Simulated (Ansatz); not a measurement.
Ansatz (an electronic-structure program) input:

Ansatz 0.2 input:
```yaml
crystal:
  lattice:
    - [4.4850261676, 0.0, 0.0]
    - [0.0, 4.4850261676, 0.0]
    - [0.0, 0.0, 2.9960517654]
  atoms:
    - { symbol: Mg, position: [0.0, 0.0, 0.0] }
    - { symbol: Mg, position: [0.5, 0.5, 0.5] }
    - { symbol: H, position: [0.3046689372, 0.3046689372, 0.0] }
    - { symbol: H, position: [0.1953310628, 0.8046689372, 0.5] }
    - { symbol: H, position: [0.6953310628, 0.6953310628, 0.0] }
    - { symbol: H, position: [0.8046689372, 0.1953310628, 0.5] }
kpoints:
  mp_grid: { grid: [6, 6, 9] }
hamiltonian:
  xc: r2scan
  pseudopotentials: { kind: paw }
scf:
  occupations: { method: fixed }
elastic: { mode: relaxed_ion, stencil: two_point, amplitude: 0.005, f_tol: 0.0005 }
```

Output (shortened):

```
Pseudopotentials: kind: paw
Pseudopotential: Mg, paw, valence charge 10
Pseudopotential: H, paw, valence charge 1
Functional definition: r2SCAN
Crystal: 6 atoms, lattice volume = 60.267 Å³
Basis set: ecut = 500 eV, 1519 PW (Γ), exchange–correlation on 144×144×96 points (64 copies of the dense FFT grid, shifted against one another)
Bands: 18, of which v1, the nominal top of the filled ones, is band 12 counted from 1 (11 counted from 0)
Symmetry: 16 space group operations
Space group: P42/mnm (ITA 136), of the structure as read, at distance tolerance 3.9e-5 Å
k-points: 50 of 324
PAW frozen core: Mg, regenerated for the run's functional
Initial wavefunctions: pseudopotential atomic-orbital guess
Eigensolver: davidson
Functional: x = r2scan, c = r2scan; τ floored in thin density (d = 2e-4 eV/Å³)
all-band conjugate gradients solve this SCF's bands
SCF 1 converged in 8 iterations: F = -3918.187312 eV  dr2 = 6.35e-14
Crystal: 6 atoms, lattice volume = 60.267 Å³
Initial density: handed on by an earlier stage of this run
Initial wavefunctions: those handed on with the density
SCF 2 converged in 2 iterations: F = -3918.187312 eV  dr2 = 1.26e-14
Crystal: 6 atoms, lattice volume = 59.966 Å³
Basis set: ecut = 500 eV, 1515 PW (Γ), exchange–correlation on 144×144×96 points (64 copies of the dense FFT grid, shifted against one another)
Symmetry: 8 space group operations
k-points: 80 of 324
Initial wavefunctions: pseudopotential atomic-orbital guess (no wavefunctions were taken with the density)
SCF 3 converged in 8 iterations: F = -3918.186949 eV  dr2 = 3.15e-15
relax step   1: F+E_penalty+E_count = -3918.18694925 eV  Δ(F+E_penalty+E_count) = +0.000e0 eV  max|allowed force component| = 1.199e-3 eV/Å  Δτ_max = 0.0000 Å  (8 SCF iters, accepted)
density extrapolation: transplant  |δρ|_rms = 6.213e-2 e/Å³  SAD shift = 4.563e-4 e/Å³
Crystal: 6 atoms, lattice volume = 59.966 Å³
SCF 4 converged in 6 iterations: F = -3918.186958 eV  dr2 = 1.84e-15
relax step   2: F+E_penalty+E_count = -3918.18695812 eV  Δ(F+E_penalty+E_count) = -8.872e-6 eV  max|allowed force component| = 6.733e-4 eV/Å  Δτ_max = 0.0018 Å  (6 SCF iters, accepted)
density extrapolation: transplant  |δρ|_rms = 6.213e-2 e/Å³  SAD shift = 5.192e-4 e/Å³
Crystal: 6 atoms, lattice volume = 59.966 Å³
SCF 5 converged in 6 iterations: F = -3918.186963 eV  dr2 = 9.36e-15
relax step   3: F+E_penalty+E_count = -3918.18696270 eV  Δ(F+E_penalty+E_count) = -4.584e-6 eV  max|allowed force component| = 1.489e-4 eV/Å  Δτ_max = 0.0020 Å  (6 SCF iters, accepted)
Crystal: 6 atoms, lattice volume = 59.966 Å³
SCF 6 converged in 2 iterations: F = -3918.186963 eV  dr2 = 2.30e-15
Crystal: 6 atoms, lattice volume = 60.568 Å³
Basis set: ecut = 500 eV, 1543 PW (Γ), exchange–correlation on 144×144×96 points (64 copies of the dense FFT grid, shifted against one another)
SCF 7 converged in 8 iterations: F = -3918.186926 eV  dr2 = 3.94e-15
relax step   1: F+E_penalty+E_count = -3918.18692629 eV  Δ(F+E_penalty+E_count) = +0.000e0 eV  max|allowed force component| = 1.181e-3 eV/Å  Δτ_max = 0.0000 Å  (8 SCF iters, accepted)
density extrapolation: transplant  |δρ|_rms = 6.147e-2 e/Å³  SAD shift = 1.132e-3 e/Å³
Crystal: 6 atoms, lattice volume = 60.568 Å³
SCF 8 converged in 6 iterations: F = -3918.186939 eV  dr2 = 1.15e-14
relax step   2: F+E_penalty+E_count = -3918.18693950 eV  Δ(F+E_penalty+E_count) = -1.321e-5 eV  max|allowed force component| = 1.419e-4 eV/Å  Δτ_max = 0.0044 Å  (6 SCF iters, accepted)
Crystal: 6 atoms, lattice volume = 60.568 Å³
SCF 9 converged in 2 iterations: F = -3918.186939 eV  dr2 = 3.18e-15
Crystal: 6 atoms, lattice volume = 59.966 Å³
SCF 10 converged in 8 iterations: F = -3918.186599 eV  dr2 = 1.41e-14
relax step   1: F+E_penalty+E_count = -3918.18659923 eV  Δ(F+E_penalty+E_count) = +0.000e0 eV  max|allowed force component| = 4.204e-3 eV/Å  Δτ_max = 0.0000 Å  (8 SCF iters, accepted)
density extrapolation: transplant  |δρ|_rms = 6.217e-2 e/Å³  SAD shift = 2.786e-4 e/Å³
Crystal: 6 atoms, lattice volume = 59.966 Å³
SCF 11 converged in 6 iterations: F = -3918.186610 eV  dr2 = 2.32e-14
relax step   2: F+E_penalty+E_count = -3918.18660954 eV  Δ(F+E_penalty+E_count) = -1.032e-5 eV  max|allowed force component| = 8.381e-4 eV/Å  Δτ_max = 0.0011 Å  (6 SCF iters, accepted)
density extrapolation: transplant  |δρ|_rms = 6.216e-2 e/Å³  SAD shift = 4.631e-5 e/Å³
Crystal: 6 atoms, lattice volume = 59.966 Å³
SCF 12 converged in 5 iterations: F = -3918.186610 eV  dr2 = 5.23e-14
relax step   3: F+E_penalty+E_count = -3918.18660997 eV  Δ(F+E_penalty+E_count) = -4.271e-7 eV  max|allowed force component| = 1.165e-8 eV/Å  Δτ_max = 0.0002 Å  (5 SCF iters, accepted)
Crystal: 6 atoms, lattice volume = 59.966 Å³
SCF 13 converged in 2 iterations: F = -3918.186610 eV  dr2 = 1.66e-14
Crystal: 6 atoms, lattice volume = 60.568 Å³
SCF 14 converged in 8 iterations: F = -3918.186678 eV  dr2 = 1.46e-14
relax step   1: F+E_penalty+E_count = -3918.18667832 eV  Δ(F+E_penalty+E_count) = +0.000e0 eV  max|allowed force component| = 3.773e-3 eV/Å  Δτ_max = 0.0000 Å  (8 SCF iters, accepted)
density extrapolation: transplant  |δρ|_rms = 6.144e-2 e/Å³  SAD shift = 2.075e-4 e/Å³
Crystal: 6 atoms, lattice volume = 60.568 Å³
SCF 15 converged in 6 iterations: F = -3918.186687 eV  dr2 = 1.34e-14
relax step   2: F+E_penalty+E_count = -3918.18668714 eV  Δ(F+E_penalty+E_count) = -8.822e-6 eV  max|allowed force component| = 7.133e-5 eV/Å  Δτ_max = 0.0008 Å  (6 SCF iters, accepted)
Crystal: 6 atoms, lattice volume = 60.568 Å³
SCF 16 converged in 2 iterations: F = -3918.186687 eV  dr2 = 3.49e-15
Crystal: 6 atoms, lattice volume = 60.267 Å³
Basis set: ecut = 500 eV, 1523 PW (Γ), exchange–correlation on 144×144×96 points (64 copies of the dense FFT grid, shifted against one another)
Symmetry: 4 space group operations
k-points: 112 of 324
SCF 17 converged in 7 iterations: F = -3918.187098 eV  dr2 = 1.89e-14
relax step   1: F+E_penalty+E_count = -3918.18709840 eV  Δ(F+E_penalty+E_count) = +0.000e0 eV  max|allowed force component| = 6.177e-3 eV/Å  Δτ_max = 0.0000 Å  (7 SCF iters, accepted)
density extrapolation: transplant  |δρ|_rms = 6.180e-2 e/Å³  SAD shift = 4.232e-4 e/Å³
Crystal: 6 atoms, lattice volume = 60.267 Å³
SCF 18 converged in 6 iterations: F = -3918.187119 eV  dr2 = 6.18e-15
relax step   2: F+E_penalty+E_count = -3918.18711865 eV  Δ(F+E_penalty+E_count) = -2.025e-5 eV  max|allowed force component| = 5.169e-5 eV/Å  Δτ_max = 0.0017 Å  (6 SCF iters, accepted)
Crystal: 6 atoms, lattice volume = 60.267 Å³
SCF 19 converged in 2 iterations: F = -3918.187119 eV  dr2 = 2.03e-15
Crystal: 6 atoms, lattice volume = 60.267 Å³
SCF 20 converged in 7 iterations: F = -3918.187098 eV  dr2 = 1.90e-14
relax step   1: F+E_penalty+E_count = -3918.18709840 eV  Δ(F+E_penalty+E_count) = +0.000e0 eV  max|allowed force component| = 6.177e-3 eV/Å  Δτ_max = 0.0000 Å  (7 SCF iters, accepted)
density extrapolation: transplant  |δρ|_rms = 6.180e-2 e/Å³  SAD shift = 4.198e-4 e/Å³
Crystal: 6 atoms, lattice volume = 60.267 Å³
SCF 21 converged in 6 iterations: F = -3918.187119 eV  dr2 = 6.40e-15
relax step   2: F+E_penalty+E_count = -3918.18711864 eV  Δ(F+E_penalty+E_count) = -2.024e-5 eV  max|allowed force component| = 1.233e-4 eV/Å  Δτ_max = 0.0016 Å  (6 SCF iters, accepted)
Crystal: 6 atoms, lattice volume = 60.267 Å³
SCF 22 converged in 2 iterations: F = -3918.187119 eV  dr2 = 2.01e-15
Crystal: 6 atoms, lattice volume = 60.267 Å³
Basis set: ecut = 500 eV, 1527 PW (Γ), exchange–correlation on 144×144×96 points (64 copies of the dense FFT grid, shifted against one another)
k-points: 65 of 324
SCF 23 converged in 8 iterations: F = -3918.187049 eV  dr2 = 2.07e-14
relax step   1: F+E_penalty+E_count = -3918.18704850 eV  Δ(F+E_penalty+E_count) = +0.000e0 eV  max|allowed force component| = 2.286e-3 eV/Å  Δτ_max = 0.0000 Å  (8 SCF iters, accepted)
density extrapolation: transplant  |δρ|_rms = 6.180e-2 e/Å³  SAD shift = 1.536e-4 e/Å³
Crystal: 6 atoms, lattice volume = 60.267 Å³
SCF 24 converged in 6 iterations: F = -3918.187050 eV  dr2 = 7.62e-14
relax step   2: F+E_penalty+E_count = -3918.18705007 eV  Δ(F+E_penalty+E_count) = -1.569e-6 eV  max|allowed force component| = 1.312e-3 eV/Å  Δτ_max = 0.0006 Å  (6 SCF iters, accepted)
density extrapolation: transplant  |δρ|_rms = 6.180e-2 e/Å³  SAD shift = 5.655e-5 e/Å³
Crystal: 6 atoms, lattice volume = 60.267 Å³
SCF 25 converged in 6 iterations: F = -3918.187051 eV  dr2 = 9.21e-15
relax step   3: F+E_penalty+E_count = -3918.18705088 eV  Δ(F+E_penalty+E_count) = -8.053e-7 eV  max|allowed force component| = 3.144e-6 eV/Å  Δτ_max = 0.0002 Å  (6 SCF iters, accepted)
Crystal: 6 atoms, lattice volume = 60.267 Å³
SCF 26 converged in 2 iterations: F = -3918.187051 eV  dr2 = 4.61e-16
Crystal: 6 atoms, lattice volume = 60.267 Å³
SCF 27 converged in 8 iterations: F = -3918.187049 eV  dr2 = 2.08e-14
relax step   1: F+E_penalty+E_count = -3918.18704850 eV  Δ(F+E_penalty+E_count) = +0.000e0 eV  max|allowed force component| = 2.286e-3 eV/Å  Δτ_max = 0.0000 Å  (8 SCF iters, accepted)
density extrapolation: transplant  |δρ|_rms = 6.180e-2 e/Å³  SAD shift = 9.717e-5 e/Å³
Crystal: 6 atoms, lattice volume = 60.267 Å³
SCF 28 converged in 6 iterations: F = -3918.187051 eV  dr2 = 2.96e-14
relax step   2: F+E_penalty+E_count = -3918.18705088 eV  Δ(F+E_penalty+E_count) = -2.373e-6 eV  max|allowed force component| = 4.213e-5 eV/Å  Δτ_max = 0.0004 Å  (6 SCF iters, accepted)
Crystal: 6 atoms, lattice volume = 60.267 Å³
SCF 29 converged in 2 iterations: F = -3918.187051 eV  dr2 = 4.88e-15
SCF converged after 2 iterations
Free energy (F): -3918.187312 eV
Harris-Foulkes:  -3918.187312 eV  (|F-HF|=1.82e-12)
Internal energy: -3918.187312 eV  (E = F + TS)
E sigma→0 (E₀):  -3918.187312 eV
Fermi energy:    1.619666 eV
--- Per-component energies (eV) ---
  E_band       = -779.786531
  E_kinetic    = 208.401010
  E_local      = -3441.650348  (includes V_loc(G=0)·N_el)
  E_nonlocal   = 196.836884
  E_hartree    = 1234.902907
  E_xc         = -92.343136
  E_vxc        = -131.114887  (∫ρ·V_xc dr)
  E_paw        = -594.516950  (= ΣΔE_a)
  E_vpaw       = -89.173421  (= ΣTr[D̂ρ^β])
  E_aug_tail   = -0.001915  (compensation charges beyond the density's cutoff)
  E_vtau       = 7.110334  (kinetic-family band-sum trace: ∫τ·v_τ [+ j·A + Jᵃ·Aᵃ] dr)
  E_ewald      = -1429.763347
  E_core_change = -0.052416  (= ΣΔE_core)
  E_smearing   =  0.000000  (= −TS)
  E_closure    =  0.000000  (closes the sum)
  Σ components = -3918.187312   (vs F -3918.187312, Δ=0.00e0)
--- Forces (eV/Å), atoms counted from 1 ---
  atom   1  Mg     0.00000000     0.00000000     0.00000000
  atom   2  Mg     0.00000000     0.00000000     0.00000000
  atom   3  H     -0.00004391    -0.00004391     0.00000000
  atom   4  H      0.00004391    -0.00004391     0.00000000
  atom   5  H      0.00004391     0.00004391     0.00000000
  atom   6  H     -0.00004391     0.00004391     0.00000000
  max |Σ_I F_I| component: 0.0 eV/Å
--- Stress (GPa, compression-positive) ---
       -0.008648       0.000000       0.000000
        0.000000      -0.008648       0.000000
        0.000000       0.000000       0.016255
  P = ⅓ Tr σ = -0.0003 GPa (-0.003 kbar)
  The stress holds the Pulay correction. Without it, at fixed plane waves, as pw.x and ABINIT print it: P = -0.0502 GPa
  The stress includes an estimate of the error left by incomplete SCF convergence (largest component  0.0000 GPa …
--- Band table (eV; the first three rows and the last of 50) ---
  k-point 0: bands = ["-74.6097", "-74.6087", "-39.7286", "-39.7286", "-39.7064", "-39.7064", "-39.6848", "-39.6819", "-4.9701", "0.1583", "0.1583", "1.2276", "6.8681", "7.3682", "11.6109", "11.6109", "13.4535", "13.7717"]
  k-point 1: bands = ["-74.6094", "-74.6084", "-39.7279", "-39.7279", "-39.7062", "-39.7062", "-39.6890", "-39.6864", "-4.7772", "0.2829", "0.2829", "1.2174", "7.0815", "7.4737", "11.6072", "11.7206", "11.7206", "13.2865"]
  k-point 2: bands = ["-74.6086", "-74.6078", "-39.7263", "-39.7263", "-39.7056", "-39.7056", "-39.6997", "-39.6975", "-4.2076", "0.6293", "0.6293", "1.0449", "7.6155", "7.7216", "10.0562", "11.6615", "11.6615", "12.5212"]
  k-point 49: bands = ["-74.6068", "-74.6068", "-39.7232", "-39.7232", "-39.7190", "-39.7190", "-39.7048", "-39.7048", "-0.3972", "-0.3972", "0.5604", "0.5604", "6.3771", "6.3771", "6.5358", "6.5358", "15.6348", "15.6348"]
  band table: 18 of 18 bands, residual norms ≤ 1.0e-3 eV
--- Elastic constants: 4 strain directions × 2 members + reference (group order 16) ---
  dense FFT box of the reference and of every strained cell: 36×36×24
  strains applied: 11, 33, 23, 12; error gains …
  C = ∂σ_k/∂η_j (tension-positive GPa; Voigt order 11 22 33 23 13 12):
        76.602     37.923     28.903      0.000      0.000      0.000
        37.923     76.602     28.903      0.000      0.000      0.000
        28.942     28.942    141.256      0.000      0.000      0.000
         0.000      0.000      0.000     40.416      0.000      0.000
         0.000      0.000      0.000      0.000     40.416      0.000
         0.000      0.000      0.000      0.000      0.000     55.099
  reference stress σ⁰ (GPa):      0.009      0.009     -0.016      0.000      0.000      0.000
  moduli (Voigt/Reuss/Hill, GPa): K = 54.00/51.55/52.78   G = 40.43/35.29/37.86   E = 91.66   ν = 0.211
  mechanically stable: yes (min eigenvalue of sym C = 38.68 GPa)
  strain η (Voigt 11):  stress-route row diagonal C_11 = 76.60 GPa, energy-path curvature d²(F+E_count+ΔE)/dδ²/Ω₀ = 76.58 GPa
         δ    σ_11 (GPa)             F (eV)   n_scf  n_hpsi   n_pw
    -5.000e-3      -0.3767       -3918.1869627       2   11262   1548   relax 3 steps, max|allowed force component| 1.49e-4 eV/Å
     5.000e-3       0.3893       -3918.1869395       2   11276   1560   relax 2 steps, max|allowed force component| 1.42e-4 eV/Å
  strain η (Voigt 33):  stress-route row diagonal C_33 = 141.26 GPa, energy-path curvature d²(F+E_count+ΔE)/dδ²/Ω₀ = 141.22 GPa
         δ    σ_33 (GPa)             F (eV)   n_scf  n_hpsi   n_pw
    -5.000e-3      -0.7342       -3918.1866100       2    7025   1556   relax 3 steps, max|allowed force component| 1.16e-8 eV/Å
     5.000e-3       0.6783       -3918.1866871       2    7054   1564   relax 2 steps, max|allowed force component| 7.13e-5 eV/Å
  strain η (Voigt 23):  stress-route row diagonal C_44 = 40.42 GPa, energy-path curvature d²(F+E_count+ΔE)/dδ²/Ω₀ = 40.42 GPa
         δ    σ_23 (GPa)             F (eV)   n_scf  n_hpsi   n_pw
    -5.000e-3      -0.2021       -3918.1871187       2   15718   1558   relax 2 steps, max|allowed force component| 5.17e-5 eV/Å
     5.000e-3       0.2021       -3918.1871186       2   15743   1558   relax 2 steps, max|allowed force component| 1.23e-4 eV/Å
  strain η (Voigt 12):  stress-route row diagonal C_66 = 55.10 GPa, energy-path curvature d²(F+E_count+ΔE)/dδ²/Ω₀ = 55.10 GPa
         δ    σ_12 (GPa)             F (eV)   n_scf  n_hpsi   n_pw
    -5.000e-3      -0.2755       -3918.1870509       2    9163   1556   relax 3 steps, max|allowed force component| 3.14e-6 eV/Å
     5.000e-3       0.2755       -3918.1870509       2    9270   1556   relax 2 steps, max|allowed force component| 4.21e-5 eV/Å
```

Cost: about 2.7 core-minutes (a rough figure) on shared cores.

Space group P4_2/mnm (rutile). Symmetry was held in the r²SCAN relaxation; phonons on a q-mesh show no instability.

Potentials: the later of the program's two PAW sets.

Ansatz is a plane-wave DFT program.
